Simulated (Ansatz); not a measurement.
AgBr (rock salt, Fm-3m), a = b = c = 5.841 Å, α = β = γ = 90.00°; the cell used has 2 atoms.

Relaxed with PBE. Independent-particle spectrum: no excitons, no local fields, no scissors shift; 0.1 eV broadening; ε₁ of the summed bands alone.

### Question
Tabulate the dielectric function from PBE in the plane-wave PAW code Ansatz.

### Answer


```csv
E (eV),ε₁ xx,ε₂ xx
0.0,5.99,0.00
0.4,6.03,0.00
0.8,6.13,0.00
1.2,6.33,0.00
1.6,6.65,0.00
2.0,7.20,0.00
2.4,8.69,0.28
2.8,8.71,2.17
3.2,8.68,2.82
3.6,9.66,3.33
4.0,11.09,9.59
4.4,4.02,12.30
4.8,-0.58,10.19
5.2,0.85,3.56
5.6,2.05,4.62
6.0,1.09,4.53
6.4,1.11,3.62
6.8,1.96,2.87
7.2,2.77,3.87
7.6,2.37,5.11
8.0,0.66,4.93
8.4,0.24,3.95
8.8,0.89,3.56
9.2,0.42,4.43
9.6,0.19,3.61
10.0,0.01,4.39
10.4,-1.46,3.00
10.8,-0.39,2.77
11.2,-0.98,2.71
11.6,-0.92,2.18
12.0,-1.40,1.78
```

### Question
From ε at 3.4 eV (xx: 8.94 + 3.06i), find n, k, the normal reflectivity and the absorption coefficient.

### Answer
n = 3.03, k = 0.505, R = 27 %, α = 2kE/ħc = 170000 cm⁻¹.

With all bands, ε∞ without local fields is 6.20. DFPT, with local fields, gives 5.92.

The cell was relaxed with PBE under the symmetry of its start; phonons on a q-mesh show no instability. No spin polarisation was allowed. Spin–orbit coupling is left out wherever it is not named.

Potentials: the later of the program's two PAW sets.
